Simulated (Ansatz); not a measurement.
A trial cell of CrI3 was relaxed with PBEsol (plane waves to 420 eV, PAW, scalar-relativistic; Ansatz, a quantum-chemistry and plane-wave program).

Before: R32, hexagonal axes (No. 155), hR8; a = 7.1743 Å, b = 7.1743 Å, c = 18.1756 Å, α = 90.00°, β = 90.00°, γ = 120.00°.

After relaxation:

Simulated powder pattern, Ag Kα, λ = 0.560885 Å (kinematic, ideal powder, no thermal factors, no anomalous dispersion; the 24 strongest lines at most, above 1 %, up to 2θ = 30°):

```csv
2θ (°),I/Imax (%)
6.51,6.4
8.90,1.8
9.52,12
10.50,18
10.87,100
13.04,1.4
14.19,27
16.17,1.0
16.53,28
18.46,24
19.11,1.9
19.62,20
19.83,20
21.09,4.7
21.85,7.8
23.18,2.3
24.87,9.9
25.36,1.7
25.92,17
26.91,13
27.52,7.5
28.17,6.7
28.60,1.2
28.83,5.2
```

### Question
Identify the relaxed structure from its pattern: crystal system, space group and cell.

### Answer
Trigonal, R-3c, hexagonal axes (No. 167), hR8; a = b = 6.759 Å, c = 18.391 Å, α = β = 90.00°, γ = 120.00°. Sites: Cr 6b (0.000, 0.000, 0.000); I 18e (0.339, 0.339, 0.250).

### Question
Index the strongest lines.

### Answer
10.87° (1 1 -2 3), 14.19° (1 1 -2 6), 16.53° (3 0 -3 0), 18.46° (1 1 -2 9), 19.62° (3 0 -3 6)+(0 3 -3 6).

Spin state reached: ferromagnetic (net 0.75 μB/atom), from parallel starting moments; other spin orders were not run from this start.

The run could not lose the symmetry of its start; a randomly shaken copy of 8 atoms returns to this structure.

The relaxed structure here is a generated cell of CrI3: the first start was made by placing the elements on the sites of a structure type, and the end was not matched to a known phase here, so it may be hypothetical. Known forms of CrI3 include space group No. 148.
